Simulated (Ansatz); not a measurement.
Al₂SbP₃ in the borrowed Cu2GeS3 type (No. 44): a relaxation of cell and atoms in Ansatz 0.2.0 (PBEsol). The start is a rough guess from atomic radii.

```yaml
crystal:
  lattice:
    - [-2.06099234, 6.11192667, 2.89978514]
    - [2.06099234, -6.11192667, 2.89978514]
    - [2.06099234, 6.11192667, -2.89978514]
  atoms:
    - { symbol: Al, position: [0.42682841, 0.26013273, 0.16669568] }
    - { symbol: Al, position: [0.09343705, 0.26013273, 0.83330432] }
    - { symbol: Sb, position: [0.72944476, 0.22944476, 0.5] }
    - { symbol: P, position: [0.33632323, 0.00413912, 0.33218411] }
    - { symbol: P, position: [0.67195501, 0.00413912, 0.66781589] }
    - { symbol: P, position: [0.00100953, 0.00100953, 0.0] }
kpoints:
  mp_grid: { grid: [6, 6, 6] }
hamiltonian:
  xc: pbesol
scf:
  occupations: { method: fermi_dirac, width: 0.03 }
relax:
  f_tol: 0.01
  cell: {}
  max_steps: 120
```

The trajectory has 18 recorded frames, each with fractional positions and then forces in eV/Å along x, y and z. Some frames, the last among them, repeat a geometry solved again on a basis re-selected at its cell; pressure is positive in compression.

Step 1: energy 0.0 meV/atom from step 1, largest force component 2.115 eV/Å, pressure -1.98 GPa; a = 7.072 Å, b = 7.072 Å, c = 7.072 Å, α = 146.11°, β = 60.41°, γ = 131.59°
```
Al 0.4268 0.2601 0.1667     0.000  -0.111  -0.227
Al 0.0934 0.2601 0.8333     0.000   0.111  -0.227
Sb 0.7294 0.2294 0.5000     0.000   0.000   1.453
P  0.3363 0.0041 0.3322     0.000  -2.115  -1.384
P  0.6720 0.0041 0.6678     0.000   2.115  -1.384
P  0.0010 0.0010 0.0000     0.000   0.000   1.769
```

Step 2: energy -155.5 meV/atom from step 1, largest force component 0.770 eV/Å, pressure -1.40 GPa; a = 7.013 Å, b = 7.013 Å, c = 7.013 Å, α = 146.26°, β = 60.20°, γ = 131.71°
```
Al 0.4244 0.2562 0.1682     0.000   0.122  -0.102
Al 0.0880 0.2562 0.8318     0.000  -0.122  -0.102
Sb 0.7395 0.2395 0.5000     0.000   0.000   0.444
P  0.3071 0.9859 0.3212     0.000  -0.770  -0.429
P  0.6647 0.9859 0.6788     0.000   0.770  -0.429
P  0.0353 0.0353 0.0000     0.000   0.000   0.617
```

Step 3: energy -192.6 meV/atom from step 1, largest force component 0.154 eV/Å, pressure +1.08 GPa; a = 7.012 Å, b = 7.012 Å, c = 7.012 Å, α = 147.74°, β = 59.24°, γ = 131.74°
```
Al 0.4223 0.2514 0.1708     0.000   0.058   0.071
Al 0.0806 0.2514 0.8292     0.000  -0.058   0.071
Sb 0.7379 0.2379 0.5000     0.000   0.000   0.154
P  0.2927 0.9790 0.3137     0.000  -0.099  -0.073
P  0.6653 0.9790 0.6863     0.000   0.099  -0.073
P  0.0602 0.0602 0.0000     0.000   0.000  -0.150
```

Step 4: energy -197.0 meV/atom from step 1, largest force component 0.210 eV/Å, pressure +0.17 GPa; a = 7.113 Å, b = 7.113 Å, c = 7.113 Å, α = 148.53°, β = 58.23°, γ = 132.34°
```
Al 0.4214 0.2505 0.1709     0.000   0.022  -0.003
Al 0.0795 0.2505 0.8291     0.000  -0.022  -0.003
Sb 0.7362 0.2362 0.5000     0.000   0.000   0.182
P  0.2917 0.9798 0.3119     0.000   0.006   0.017
P  0.6679 0.9798 0.6881     0.000  -0.006   0.017
P  0.0623 0.0623 0.0000     0.000   0.000  -0.211
```

Step 5: energy -199.3 meV/atom from step 1, largest force component 0.040 eV/Å, pressure -0.36 GPa; a = 7.189 Å, b = 7.189 Å, c = 7.189 Å, α = 148.79°, β = 57.23°, γ = 133.31°
```
Al 0.4201 0.2495 0.1706     0.000   0.040  -0.024
Al 0.0789 0.2495 0.8294     0.000  -0.040  -0.024
Sb 0.7382 0.2382 0.5000     0.000   0.000   0.011
P  0.2930 0.9810 0.3119     0.000   0.009   0.028
P  0.6691 0.9810 0.6881     0.000  -0.009   0.028
P  0.0598 0.0598 0.0000     0.000   0.000  -0.020
```

Step 6: energy -201.6 meV/atom from step 1, largest force component 0.052 eV/Å, pressure -0.17 GPa; a = 7.259 Å, b = 7.259 Å, c = 7.259 Å, α = 149.12°, β = 55.68°, γ = 134.87°
```
Al 0.4180 0.2469 0.1711     0.000  -0.036   0.024
Al 0.0758 0.2469 0.8289     0.000   0.036   0.024
Sb 0.7353 0.2353 0.5000     0.000   0.000  -0.009
P  0.2967 0.9838 0.3129     0.000  -0.004   0.006
P  0.6709 0.9838 0.6871     0.000   0.004   0.006
P  0.0623 0.0623 0.0000     0.000   0.000  -0.052
```

Task: How does the relaxation go on, and where does it end?

Result:
Step 7: energy -204.4 meV/atom from step 1, largest force component 0.217 eV/Å, pressure -0.13 GPa; a = 7.435 Å, b = 7.435 Å, c = 7.435 Å, α = 149.99°, β = 52.15°, γ = 138.39°
```
Al 0.4147 0.2453 0.1693     0.000  -0.108  -0.001
Al 0.0760 0.2453 0.8307     0.000   0.108  -0.001
Sb 0.7221 0.2221 0.5000     0.000   0.000  -0.166
P  0.3046 0.9925 0.3120     0.000   0.217   0.086
P  0.6805 0.9925 0.6880     0.000  -0.217   0.086
P  0.0612 0.0612 0.0000     0.000   0.000  -0.004
```

Step 8: energy -207.7 meV/atom from step 1, largest force component 0.195 eV/Å, pressure -0.04 GPa; a = 7.523 Å, b = 7.523 Å, c = 7.523 Å, α = 150.32°, β = 50.07°, γ = 140.63°
```
Al 0.4114 0.2441 0.1673     0.000  -0.004  -0.071
Al 0.0767 0.2441 0.8327     0.000   0.004  -0.071
Sb 0.7102 0.2102 0.5000     0.000   0.000  -0.195
P  0.3146 0.0009 0.3137     0.000   0.138   0.161
P  0.6871 0.0009 0.6863     0.000  -0.138   0.161
P  0.0589 0.0589 0.0000     0.000   0.000   0.016
```

Step 9: energy -211.6 meV/atom from step 1, largest force component 0.103 eV/Å, pressure -0.02 GPa; a = 7.625 Å, b = 7.625 Å, c = 7.625 Å, α = 150.75°, β = 47.50°, γ = 143.43°
```
Al 0.4078 0.2428 0.1650     0.000   0.089  -0.103
Al 0.0778 0.2428 0.8350     0.000  -0.089  -0.103
Sb 0.6844 0.1844 0.5000     0.000   0.000   0.020
P  0.3363 0.0194 0.3169     0.000  -0.031   0.060
P  0.7025 0.0194 0.6831     0.000   0.031   0.060
P  0.0502 0.0502 0.0000     0.000   0.000   0.065
```

Step 10 (rejected): energy -210.6 meV/atom from step 1, largest force component 0.162 eV/Å, pressure +0.13 GPa; a = 7.550 Å, b = 7.550 Å, c = 7.550 Å, α = 150.37°, β = 48.75°, γ = 142.19°
```
Al 0.4075 0.2413 0.1662     0.000   0.034   0.042
Al 0.0751 0.2413 0.8338     0.000  -0.034   0.042
Sb 0.6930 0.1930 0.5000     0.000   0.000   0.103
P  0.3323 0.0149 0.3174     0.000  -0.162  -0.061
P  0.6974 0.0149 0.6826     0.000   0.162  -0.061
P  0.0537 0.0537 0.0000     0.000   0.000  -0.065
```

Step 11: energy -212.0 meV/atom from step 1, largest force component 0.129 eV/Å, pressure -0.12 GPa; a = 7.639 Å, b = 7.639 Å, c = 7.639 Å, α = 150.72°, β = 47.22°, γ = 143.80°
```
Al 0.4036 0.2373 0.1663     0.000  -0.031   0.115
Al 0.0710 0.2373 0.8337     0.000   0.031   0.115
Sb 0.6887 0.1887 0.5000     0.000   0.000  -0.059
P  0.3372 0.0200 0.3172     0.000   0.129  -0.097
P  0.7027 0.0200 0.6828     0.000  -0.129  -0.097
P  0.0557 0.0557 0.0000     0.000   0.000   0.023
```

Step 12: energy -212.3 meV/atom from step 1, largest force component 0.019 eV/Å, pressure +0.09 GPa; a = 7.637 Å, b = 7.637 Å, c = 7.637 Å, α = 150.55°, β = 46.99°, γ = 144.23°
```
Al 0.4046 0.2385 0.1661     0.000   0.014  -0.001
Al 0.0724 0.2385 0.8339     0.000  -0.014  -0.001
Sb 0.6869 0.1869 0.5000     0.000   0.000  -0.019
P  0.3371 0.0192 0.3179     0.000   0.012   0.012
P  0.7014 0.0192 0.6821     0.000  -0.012   0.012
P  0.0567 0.0567 0.0000     0.000   0.000  -0.003
```

Step 13: energy -212.4 meV/atom from step 1, largest force component 0.018 eV/Å, pressure 0.00 GPa; a = 7.643 Å, b = 7.643 Å, c = 7.643 Å, α = 150.70°, β = 47.03°, γ = 144.06°
```
Al 0.4046 0.2384 0.1662     0.000   0.005   0.001
Al 0.0722 0.2384 0.8338     0.000  -0.005   0.001
Sb 0.6863 0.1863 0.5000     0.000   0.000   0.014
P  0.3377 0.0198 0.3179     0.000   0.001   0.001
P  0.7019 0.0198 0.6821     0.000  -0.001   0.001
P  0.0563 0.0563 0.0000     0.000   0.000  -0.018
```

Step 14: energy -212.4 meV/atom from step 1, largest force component 0.002 eV/Å, pressure -0.01 GPa; a = 7.638 Å, b = 7.638 Å, c = 7.638 Å, α = 150.67°, β = 47.14°, γ = 143.93°
```
Al 0.4051 0.2388 0.1663     0.000  -0.002   0.001
Al 0.0725 0.2388 0.8337     0.000   0.002   0.001
Sb 0.6870 0.1870 0.5000     0.000   0.000   0.001
P  0.3371 0.0193 0.3178     0.000   0.002  -0.001
P  0.7015 0.0193 0.6822     0.000  -0.002  -0.001
P  0.0558 0.0558 0.0000     0.000   0.000   0.000
```

Step 15: energy -213.9 meV/atom from step 1, largest force component 0.003 eV/Å, pressure +0.09 GPa; a = 7.638 Å, b = 7.638 Å, c = 7.638 Å, α = 150.67°, β = 47.14°, γ = 143.93°
```
Al 0.4051 0.2388 0.1663     0.000  -0.003  -0.001
Al 0.0725 0.2388 0.8337     0.000   0.003  -0.001
Sb 0.6870 0.1870 0.5000     0.000   0.000   0.001
P  0.3371 0.0193 0.3178     0.000   0.002   0.000
P  0.7015 0.0193 0.6822     0.000  -0.002   0.000
P  0.0558 0.0558 0.0000     0.000   0.000   0.002
```

Step 16: energy -214.1 meV/atom from step 1, largest force component 0.007 eV/Å, pressure -0.02 GPa; a = 7.666 Å, b = 7.666 Å, c = 7.666 Å, α = 150.75°, β = 46.67°, γ = 144.46°
```
Al 0.4039 0.2376 0.1663     0.000  -0.002  -0.001
Al 0.0713 0.2376 0.8337     0.000   0.002  -0.001
Sb 0.6846 0.1846 0.5000     0.000   0.000   0.007
P  0.3396 0.0214 0.3183     0.000   0.000  -0.005
P  0.7031 0.0214 0.6817     0.000   0.000  -0.005
P  0.0566 0.0566 0.0000     0.000   0.000   0.005
```

Step 17: energy -214.1 meV/atom from step 1, largest force component 0.007 eV/Å, pressure 0.00 GPa; a = 7.671 Å, b = 7.671 Å, c = 7.671 Å, α = 150.76°, β = 46.56°, γ = 144.59°
```
Al 0.4033 0.2369 0.1664     0.000   0.002   0.000
Al 0.0706 0.2369 0.8336     0.000  -0.002   0.000
Sb 0.6848 0.1848 0.5000     0.000   0.000  -0.002
P  0.3399 0.0214 0.3185     0.000  -0.007   0.002
P  0.7029 0.0214 0.6815     0.000   0.007   0.002
P  0.0575 0.0575 0.0000     0.000   0.000  -0.002
```

Step 18: energy -214.1 meV/atom from step 1, largest force component 0.007 eV/Å, pressure 0.00 GPa; a = 7.671 Å, b = 7.671 Å, c = 7.671 Å, α = 150.76°, β = 46.56°, γ = 144.59°
```
Al 0.4033 0.2369 0.1664     0.000   0.002   0.000
Al 0.0706 0.2369 0.8336     0.000  -0.002   0.000
Sb 0.6848 0.1848 0.5000     0.000   0.000  -0.002
P  0.3399 0.0214 0.3185     0.000  -0.007   0.002
P  0.7029 0.0214 0.6815     0.000   0.007   0.002
P  0.0575 0.0575 0.0000     0.000   0.000  -0.002
```

In 16 steps the volume changed by -12.9 %; between the first SCF and the last, each on a basis chosen for its cell, the energy fell by 214 meV an atom. At the end: the symmetry is Imm2 (No. 44, orthorhombic); a = 3.872 Å, b = 14.093 Å, c = 4.666 Å in the conventional setting, 21.22 Å³ an atom. Al has 4 P at 2.36–2.49 Å; Sb has 4 P at 2.60–2.67 Å; P has 3 Al at 2.36–2.37 Å and 1 Sb at 2.67 Å; P has 2 Al at 2.49 Å and 2 Sb at 2.60 Å.

Run as `ansatz run input.yaml --threads 2 --pin off --max-ram 2211MiB --backend cpu --events-out ev --progress --plain --runs-dir out`. It took 120 s on 2 threads of Arm Neoverse V2 (shared host); peak host memory 0.45 GiB.

These are computed values for a spin-unpolarised cell that may be hypothetical; none is a measurement.
